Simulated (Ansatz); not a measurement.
Input and command of a calculation in Ansatz (plane waves; scalar-relativistic PAW potentials unless the input names others):

```yaml
crystal:
  lattice:
    - [7.7486917145, 0.0, 0.0]
    - [-3.8743458573, 6.7105638708, 0.0]
    - [0.0, 0.0, 4.3029268691]
  atoms:
    - { symbol: Ba, position: [0.3333333333, 0.6666666667, 0.25] }
    - { symbol: Ba, position: [0.6666666667, 0.3333333333, 0.75] }
    - { symbol: Mo, position: [0.887707688, 0.7754153761, 0.25] }
    - { symbol: Mo, position: [0.112292312, 0.887707688, 0.75] }
    - { symbol: Mo, position: [0.2245846239, 0.112292312, 0.25] }
    - { symbol: Mo, position: [0.112292312, 0.2245846239, 0.75] }
    - { symbol: Mo, position: [0.887707688, 0.112292312, 0.25] }
    - { symbol: Mo, position: [0.7754153761, 0.887707688, 0.75] }
basis:
  ecutwfc: 420
kpoints:
  mp_grid: { grid: [6, 6, 10] }
hamiltonian:
  xc: pbe
scf:
  occupations: { method: tetrahedron }
  n_extra_bands: 4
output:
  forces: true
  eigenvalues: true
  stress: true
```

```bash
ansatz run input.yaml --threads 1 --pin off --max-ram 2560MiB --backend cpu --events-out ev --progress --plain --runs-dir out
```

Abridged log:
```
Warning: output.forces, output.stress, relax.cell or npt_langevin: where a Kohn–Sham band that disperses or a degenerate level is filled in part under the method tetrahedron, the forces or the stress that this run publishes need not agree with its energy (scf.occupations.method in the input reference, under Limitations); prefer a smearing scheme for the forces or the stress
Basis set: ecut = 420 eV, 4353 PW (Γ), exchange–correlation on 108×108×60 points (8 copies of the dense FFT grid, shifted against one another)
Bands: 56, of which v1, the nominal top of the filled ones, is band 52 counted from 1 (51 counted from 0)
Symmetry: 24 space group operations
k-points: 42 of 360
SCF iter   1: F=—  HF=-41628.603383 eV  |F-HF|=—  |Δ(HF+E_count)|=         —  Δρ=9.67e-3  dr2=3.17e-1  ethr=1.77e-3  ⟨swp⟩=6.9  Hψ=9745  notcnv=0
SCF iter   2: F=—  HF=-41628.583455 eV  |F-HF|=—  |Δ(HF+E_count)|=   1.99e-2  Δρ=5.67e-3  dr2=1.09e-1  ethr=3.05e-4  ⟨swp⟩=1.3  Hψ=2952  notcnv=0
SCF iter   3: F=—  HF=-41628.569226 eV  |F-HF|=—  |Δ(HF+E_count)|=   1.42e-2  Δρ=9.95e-4  dr2=6.15e-3  ethr=1.05e-4  ⟨swp⟩=2.7  Hψ=3215  notcnv=0  defer=4
SCF iter   4: F=—  HF=-41628.568376 eV  |F-HF|=—  |Δ(HF+E_count)|=   8.50e-4  Δρ=3.93e-4  dr2=4.99e-4  ethr=5.92e-6  ⟨swp⟩=2.5  Hψ=4730  notcnv=0  defer=4
SCF iter   5: F=—  HF=-41628.568398 eV  |F-HF|=—  |Δ(HF+E_count)|=   2.19e-5  Δρ=8.62e-5  dr2=2.73e-5  ethr=4.80e-7  ⟨swp⟩=2.2  Hψ=3537  notcnv=0  defer=4
SCF iter   6: F=—  HF=-41628.568221 eV  |F-HF|=—  |Δ(HF+E_count)|=   1.77e-4  Δρ=3.03e-5  dr2=2.89e-6  ethr=2.62e-8  ⟨swp⟩=2.2  Hψ=4172  notcnv=0  defer=4
SCF iter   7: F=—  HF=-41628.568222 eV  |F-HF|=—  |Δ(HF+E_count)|=   8.66e-7  Δρ=8.65e-6  dr2=2.06e-7  ethr=2.78e-9  ⟨swp⟩=2.0  Hψ=4459  notcnv=0  defer=4
SCF iter   8: F=-41628.568222 eV  HF=-41628.568222 eV  |F-HF|=4.10e-9  |Δ(HF+E_count)|=   1.49e-7  Δρ=2.01e-6  dr2=1.28e-8  ethr=9.62e-11  ⟨swp⟩=5.2  Hψ=9521  notcnv=0
SCF 1 converged in 8 iterations: F = -41628.568222 eV  dr2 = 1.28e-8
SCF converged after 8 iterations
Stability not checked: this state was not tested for a lower state beside it, because cold or Methfessel-Paxton smearing, or corrected tetrahedra, fill the levels in a way that the test cannot read (fill_not_monotonic; see scf.lower_state_search)
Free energy (F): -41628.568222 eV
Harris-Foulkes:  -41628.568222 eV  (|F-HF|=4.10e-9)
Internal energy: -41628.567652 eV  (E = F + TS)
E sigma→0 (E₀):  -41628.568222 eV
Entropy (-TS):   -0.000570 eV (-0.071 meV/atom)
Fermi energy:    11.545033 eV
--- Forces (eV/Å), atoms counted from 1 ---
  atom   1  Ba     0.00000000     0.00000000     0.00000000
  atom   2  Ba     0.00000000     0.00000000     0.00000000
  atom   3  Mo     0.00000000     0.02138673     0.00000000
  atom   4  Mo    -0.01852145     0.01069337     0.00000000
  atom   5  Mo    -0.01852145    -0.01069337     0.00000000
  atom   6  Mo     0.00000000    -0.02138673     0.00000000
  atom   7  Mo     0.01852145    -0.01069337     0.00000000
  atom   8  Mo     0.01852145     0.01069337     0.00000000
--- Stress (GPa, compression-positive) ---
       -0.004940       0.000000       0.000000
        0.000000      -0.004940       0.000000
        0.000000       0.000000      -0.090639
  P = ⅓ Tr σ = -0.0335 GPa (-0.335 kbar)
```

Apart from outputs and the relaxation, which only the reference makes, the input differs from a reference run on usual settings in scf.n_extra_bands: not typed → 4; scf.occupations.width: 0.1 → not typed; scf.occupations.method: "gaussian" → "tetrahedron". The reference, at the same geometry, ended its own course with pressure 0.00 GPa, largest force 0.000 eV/Å, no gap on the mesh. This run converged in 8 SCF iterations with an energy at zero smearing 0.61 meV/atom above the reference's, pressure -0.03 GPa, largest force 0.021 eV/Å, no gap on the mesh.

It took 16 s on 1 thread of Intel(R) Xeon(R) 6975P-C (Granite Rapids), with other jobs on the host, peak memory 0.7 GiB.